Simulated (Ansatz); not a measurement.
BN (h-BN type, space group P6_3/mmc)

```xyz
4
Lattice="2.4997 0.0000 0.0000 -1.2499 2.1648 0.0000 0.0000 0.0000 6.5253" Properties=species:S:1:pos:R:3 pbc="T T T"
B      0.0000     1.4432     1.6313
B      1.2499     0.7216     4.8940
N      0.0000     1.4432     4.8940
N      1.2499     0.7216     1.6313
```

In this cell atom 1 (B, nearest neighbour N at 1.443 Å; its periodic images, 2.5 Å or more away, move with it) is moved by s along Cartesian z, unit vector (0.000, 0.000, 1.000); all other atoms and the cell stay fixed.

Method: r2SCAN+rVV10 (plane waves to 500 eV, PAW, scalar-relativistic; Ansatz, a first-principles code). k mesh 12×12×4 (Γ-centred), Fermi-Dirac smearing 0.05 eV. Energies are smeared free energies. BN was relaxed with its symmetry unable to fall. The PAW data are Ansatz's earlier set. The zero of ΔE is the undisplaced structure.

| s (Å) | ΔE (meV/cell) |
|---|---|
| -0.290 | 601 |
| -0.232 | 384 |
| -0.174 | 215 |
| -0.116 | withheld |
| -0.058 | 24 |
| 0.000 | 0 |
| 0.058 | 24 |
| 0.116 | withheld |
| 0.174 | 215 |
| 0.232 | 384 |
| 0.290 | 601 |

Question: Fit an even polynomial form (powers 2, 4) to the given rows and predict ΔE at s = 0.116.

Answer: Least squares on the 9 given rows: ΔE = (7094)·s² + (635.2)·s⁴, in meV/cell with s in Å; root-mean-square residual 0.2 meV/cell. At 0.116 the fit gives 96 meV/cell; the calculation gives 95 meV/cell, so the interpolation is off by 1 (+1.1 %). The quadratic term alone would give 95 meV/cell.

(A displaced cell: forces are minus the slopes of the energy, force constants its curvatures, and phonons follow from these.)
